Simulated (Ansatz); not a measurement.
NbTe₂ in space group C2/m (No. 12; Pearson symbol mS18) under volume change, DFT-r²SCAN+D4 in the program Ansatz with PAW potentials, shape and atoms relaxed at each volume.

| V (Å³/atom) | E − E(relaxed) (meV/atom) | P (GPa) |
|---|---|---|
| 24.503 | 30.7 | 4.67 |
| 25.311 | ? | ? |
| 26.119 | 2.8 | 1.17 |
| 26.927 | 0.0 | 0.00 |
| 27.734 | 2.2 | -0.84 |
| 28.542 | ? | ? |

**Question.** Fill in the missing entries.

**Answer.** 
- 25.311, E − E(relaxed) (meV/atom): 12.3
- 25.311, P (GPa): 2.70
- 28.542, E − E(relaxed) (meV/atom): 7.9
- 28.542, P (GPa): -1.40

**Question.** What does a third-order Birch–Murnaghan fit give for V₀, B₀ and B′?

**Answer.** V₀ = 26.94 Å³/atom, B₀ = 32.4 GPa, B′ = 9.3.

The first step of the workflow began from a Materials Project structure, measured or hypothetical; the Crystallography Open Database files this formula in space group No. 12, but the cells were not matched. Its standing as an ambient phase is unchecked. The cell was relaxed with r²SCAN+D4 under the symmetry of its start; its stability against distortions is not shown here. The run is not spin-polarised. Spin–orbit coupling is left out wherever it is not named.

Potentials: the later of the program's two PAW sets.
